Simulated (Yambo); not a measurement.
Absorption of RbMo2AlO8 (space group P-3m1, No. 164) with and without the electron-hole interaction (Yambo, PBEsol bands; 3×3×2 mesh, 24 valence and 18 conduction bands, static screening with 120 bands and a 3 Ry block, scissor 2.67 eV, Tamm-Dancoff; field along x). Axes are Cartesian, with cell vectors (Å) (5.65, 0.00, 0.00), (-2.83, 4.90, 0.00), (0.00, 0.00, 7.48).

```csv
E (eV),"Im ε, BSE","Im ε, independent quasiparticles"
3.05,0.03,0.03
3.15,0.04,0.04
3.25,0.04,0.04
3.35,0.04,0.04
3.45,0.05,0.04
3.55,0.05,0.04
3.65,0.06,0.04
3.75,0.06,0.05
3.85,0.07,0.05
3.95,0.09,0.05
4.05,0.11,0.05
4.15,0.15,0.06
4.25,0.19,0.06
4.35,0.25,0.06
4.45,0.40,0.07
4.55,0.54,0.07
4.65,0.44,0.08
4.75,0.36,0.08
4.85,0.29,0.09
4.95,0.25,0.10
5.05,0.27,0.11
5.15,0.33,0.11
5.25,0.50,0.13
5.35,0.83,0.14
5.45,0.99,0.15
5.55,0.75,0.17
5.65,0.63,0.19
5.75,0.64,0.22
5.85,0.74,0.26
5.95,0.93,0.30
6.05,1.10,0.36
6.15,1.23,0.45
6.25,1.29,0.59
6.35,1.32,0.81
6.45,1.36,1.21
6.55,1.42,1.88
6.65,1.37,3.00
6.75,1.26,4.17
6.85,1.17,4.23
6.95,1.27,4.07
7.05,1.47,4.03
7.15,1.69,4.08
7.25,1.82,4.57
7.35,1.82,5.60
7.45,1.99,5.67
7.55,2.19,4.83
7.65,2.19,4.15
7.75,2.01,3.41
7.85,1.96,2.79
7.95,2.00,2.51
8.05,2.05,2.36
8.15,1.98,2.39
8.25,1.90,2.86
8.35,1.94,3.54
8.45,2.17,3.88
8.55,2.46,3.95
8.65,2.46,3.64
8.75,2.37,3.55
8.85,2.47,3.73
8.95,2.50,3.76
9.05,2.52,3.69
9.15,2.47,3.61
9.25,2.20,3.25
9.35,2.14,2.73
9.45,2.41,2.43
9.55,2.51,2.39
9.65,2.57,2.51
9.75,2.62,2.67
9.85,2.54,3.00
9.95,2.54,3.31
```

The scissor comes from a G0W0 run whose convergence isn't established. Broadening 0.15 eV. The band window holds all transitions up to 13.8 eV. Fine structure above the onset can come from the mesh.

Spin-orbit splittings are left out.

Geometry of the Materials Project entry, not relaxed at this level; primitive cell a = b = 5.6537 Å, c = 7.4760 Å, α = β = 90.00°, γ = 120.00°.

The structure is a Materials Project entry; no match was found in the copy of COD used, and its stability was not checked.
